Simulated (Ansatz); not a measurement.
One stationary structure of PbSe. Space group Fm-3m (No. 225), rock salt type. Calculation: r2SCAN (plane waves to 500 eV, PAW, scalar-relativistic; Ansatz, a program for electronic structure).

Space group Fm-3m (No. 225); a = 6.178 Å, b = 6.178 Å, c = 6.178 Å, α = 90.00°, β = 90.00°, γ = 90.00°

```
atom  site  symmetry       x       y       z
----  ----  --------  ------  ------  ------
Pb      4a      m-3m  0.0000  0.0000  0.0000
Se      4b      m-3m  0.5000  0.5000  0.5000
```
(The calculation used a cell of 2 atoms; values per cell refer to that cell.)

Question: Give the band gap at the level r2SCAN.

Answer: 0.66 eV, direct at L (no spin-orbit coupling).

No spin polarisation in the result. Spin-orbit coupling is missing; with elements this heavy it can move band edges by tenths of an eV or more.

The run could not lose the symmetry of its start; a randomly shaken copy of 4 atoms returns to this structure.
